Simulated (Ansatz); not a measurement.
A geometry of MgZn2 away from equilibrium: the start of the relaxation of a relaxed MgZn2 cell stretched uniformly to 115 % of its volume. The numbers are results of PBEsol (plane waves to 420 eV, PAW, scalar-relativistic; Ansatz, an electronic-structure program), not measurements. Γ-centred k-mesh 7×7×7 on the run's cell (coarser than for final values), Fermi–Dirac smearing 0.05 eV.

```xyz
6
Lattice="4.9437 -2.5328 0.0000 4.9437 2.5328 0.0000 0.0000 0.0000 4.5007" Properties=species:S:1:pos:R:3:forces:R:3 pbc="T T T" free_energy=-16947.683 pressure_GPa=-6.6
Mg     4.9437    -1.0991     1.1252    0.0000   -0.1151    0.0000
Mg     4.9437     1.0991     3.3755    0.0000    0.1151    0.0000
Zn     1.8765    -0.8063     1.1252    0.0890    0.0496    0.0000
Zn     8.0109     0.8063     3.3755   -0.0890   -0.0496    0.0000
Zn     1.8765     0.8063     3.3755    0.0890   -0.0496    0.0000
Zn     8.0109    -0.8063     1.1252   -0.0890    0.0496    0.0000
```

Positions in Å, forces in eV/Å, free energy of the cell in eV (comparable only within this code, potentials and settings). Largest force: 0.12 eV/Å, on Mg1, Mg2 (atoms numbered as listed); the geometry lies 0.06 eV/atom above the end of its relaxation.

No spin polarisation in the result.

The run could not lose the symmetry of its start.

The cell that was disturbed is our relaxation of an entry of Materials Project.
